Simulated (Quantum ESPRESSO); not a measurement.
## Nb4Sc2AlPd (a guest atom moved from site to site)

A calculation, not a measurement. The program is pw.x of Quantum ESPRESSO 7.5 (plane-wave density functional theory). The cell is made up: eight metal atoms on a hexagonal close-packed lattice, with elements, volume, strain and displacements drawn at random and not relaxed, so it may be unstable or far from any real phase. PseudoDojo standard norm-conserving files set the functional (PBE unless stated); there is no spin polarisation or spin-orbit coupling, the Fermi-Dirac width of 0.25 eV means electrons at about 2900 K, and the masses in the input are unused placeholders. A spin test at this wide smearing found no moment, but such smearing suppresses magnetism that the real alloy may have.

The runs move one Al atom among sites that otherwise hold Nb. Cell, positions, cutoff, mesh and smearing stay as in the input of run 1; sites are counted in its order. Stress in the tables is positive in tension.

Input of run 1:

```
&control calculation='scf', pseudo_dir='./dojo.nc.sr.pbe.v0_5.standard.upf', outdir='./o', disk_io='medium', tprnfor=.true., tstress=.true. /
&system ibrav=0, nat=8, ntyp=4, nbnd=65, ecutwfc=82.02448710, nosym=.true., tot_charge=0,
 occupations='smearing', smearing='fd', degauss=0.0183746611
/
&electrons conv_thr=1.470e-08, electron_maxstep=70, mixing_beta=0.5 /
ATOMIC_SPECIES
Al 1.0 Al.upf
Nb 1.0 Nb.upf
Pd 1.0 Pd.upf
Sc 1.0 Sc.upf
CELL_PARAMETERS angstrom
-2.8957 -0.0108 0.0278
0.0188 5.0176 0.0224
1.5302 -2.5462 -9.4953
ATOMIC_POSITIONS angstrom
Nb 0.0178 0.0353 -0.097
Sc 0.0408 1.5725 -2.3731
Al 0.1019 -0.0886 -4.7951
Nb 0.11 1.6698 -6.9371
Pd -1.3614 2.5237 0.0641
Nb -1.3603 4.1294 -2.2844
Nb -1.5725 2.5424 -4.6568
Sc -1.484 -0.9278 -7.0729
K_POINTS automatic
8 5 3 1 1 1
```

| run | elements on sites 1 to 8 | free energy less that of run 1 (eV) | -TS (eV) | pressure (GPa) | stress xx (GPa) | stress yy (GPa) | stress zz (GPa) | stress yz (GPa) | stress xz (GPa) | stress xy (GPa) | iterations |
| --- | --- | --- | --- | --- | --- | --- | --- | --- | --- | --- | --- |
| 1 | Nb Sc Al Nb Pd Nb Nb Sc | 0.000 | -1.722 | 12.23 | -8.32 | -17.00 | -11.37 | 1.27 | 1.24 | 0.72 | 21 |
| 2 | Nb Sc Nb Al Pd Nb Nb Sc | -0.037 | -1.677 | 13.54 | -10.50 | -16.32 | -13.80 | 1.82 | 0.31 | -0.91 | 20 |
| 3 | Nb Sc Nb Nb Pd Al Nb Sc | -0.130 | -1.668 | 12.86 | -10.62 | -15.23 | -12.72 | -0.78 | 1.16 | 0.30 | 20 |
| 4 | Nb Sc Nb Nb Pd Nb Al Sc | -0.096 | -1.718 | 11.96 | -8.85 | -15.25 | -11.77 | 0.01 | 0.36 | 0.93 | 21 |

Forces Fx Fy Fz (eV/Å):

| site | run 1 | run 2 | run 3 | run 4 |
| --- | --- | --- | --- | --- |
| 1 | 0.06 -0.41 1.37 | 0.00 -0.67 1.83 | 0.26 -0.72 0.80 | 0.10 -0.49 1.51 |
| 2 | -0.08 0.58 0.60 | -0.11 0.65 0.76 | -0.12 0.75 0.87 | -0.09 0.95 0.07 |
| 3 | -0.67 0.96 0.91 | -0.27 0.80 0.91 | -0.42 0.79 1.47 | -0.67 0.85 0.61 |
| 4 | -0.20 -0.66 -1.29 | -0.58 -0.67 -1.25 | -0.34 -0.52 -1.45 | -0.56 -0.38 -0.53 |
| 5 | -0.27 -0.09 0.11 | -0.29 0.08 0.29 | -0.24 0.24 -0.30 | -0.27 -0.09 0.16 |
| 6 | 0.26 -0.52 -1.35 | 0.19 -0.44 -0.46 | -0.14 -0.47 -0.24 | 0.01 -0.51 -0.59 |
| 7 | 0.31 -0.77 0.37 | 0.33 -0.56 -0.55 | 0.38 -0.71 0.67 | 0.97 -0.62 0.03 |
| 8 | 0.59 0.90 -0.72 | 0.72 0.81 -1.53 | 0.61 0.63 -1.81 | 0.50 0.29 -1.27 |

The sites are displaced and not relaxed, so the energy differences hold strain from misfit and are not ordering energies. A rerun of one cell of this series at a higher cutoff and on a denser mesh moved values by no more than 0.003 eV in energy, 0.03 GPa in stress and 0.008 eV/Å in force, and a second program with other atomic files agreed on that cell to 2 % rms in force and 0.5 GPa in pressure.